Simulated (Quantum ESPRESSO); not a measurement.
# Band energies of Ga2O3

```
Ga2O3
1.0
    2.49870     1.44263     4.48355
   -2.49870     1.44263     4.48355
    0.00000    -2.88525     4.48355
O Ga
6 4
Direct
  0.75000   0.44684   0.05316
  0.25000   0.55316   0.94684
  0.05316   0.75000   0.44684
  0.94684   0.25000   0.55316
  0.44684   0.05316   0.75000
  0.55316   0.94684   0.25000
  0.85559   0.85559   0.85559
  0.14441   0.14441   0.14441
  0.64441   0.64441   0.64441
  0.35559   0.35559   0.35559
```

norm-conserving PBEsol (Quantum ESPRESSO, 84 Ry, scalar-relativistic); path ΓLB1,BZΓX,QFP1Z,LP; energies in eV from the valence-band maximum.

```csv
k (1/Å),point,band 40,band 41,band 42,band 43,band 44,band 45,band 46,band 47
0.00,Γ,-0.33,-0.33,-0.33,-0.25,-0.25,2.75,6.59,6.71
0.19,,-0.55,-0.50,-0.39,-0.19,-0.12,3.27,6.53,6.93
0.57,,-1.02,-0.81,-0.71,-0.19,-0.08,5.43,6.37,6.86
0.76,L,-1.22,-0.99,-0.99,-0.15,-0.15,6.32,6.32,6.64
1.16,,-1.07,-0.48,-0.48,-0.28,-0.28,6.39,6.39,6.93
1.36,B1,-1.00,-0.58,-0.58,-0.34,-0.34,6.62,6.62,7.16
1.36,B,-1.00,-0.58,-0.58,-0.34,-0.34,6.62,6.62,7.16
1.58,,-1.03,-0.69,-0.69,-0.47,-0.47,6.54,6.54,7.56
2.02,Z,-1.50,-0.31,-0.31,-0.31,-0.31,5.78,5.78,7.76
2.49,,-0.47,-0.37,-0.37,-0.20,-0.20,3.46,6.64,6.68
2.72,Γ,-0.33,-0.33,-0.33,-0.25,-0.25,2.75,6.59,6.71
3.09,,-1.03,-0.61,-0.27,-0.22,0.00,4.25,6.35,7.30
3.28,,-1.31,-0.68,-0.28,-0.27,-0.03,5.31,6.21,7.12
3.65,X,-0.68,-0.62,-0.52,-0.49,-0.18,6.41,6.52,7.09
3.65,Q,-0.68,-0.62,-0.52,-0.49,-0.18,6.41,6.52,7.09
3.98,F,-1.04,-0.87,-0.72,-0.26,-0.15,6.47,6.67,7.48
3.98,P1,-1.00,-0.73,-0.62,-0.50,-0.32,6.48,6.98,7.08
4.27,,-0.90,-0.76,-0.73,-0.41,-0.41,6.20,6.23,7.71
4.55,Z,-1.50,-0.31,-0.31,-0.31,-0.31,5.78,5.78,7.76
4.55,L,-1.22,-0.99,-0.99,-0.15,-0.15,6.32,6.32,6.64
4.80,,-0.99,-0.79,-0.60,-0.39,-0.26,6.23,6.53,6.85
5.04,P,-1.00,-0.73,-0.62,-0.50,-0.32,6.48,6.98,7.08
```

The PBEsol gap is indirect, 2.75 eV, from 40 % of the way from Γ to X to Γ; the smallest direct gap is 3.00 eV.

Spin-orbit splittings are left out.

Geometry of the Materials Project entry, not relaxed at this level.

This is not the ordinary phase of the substance.
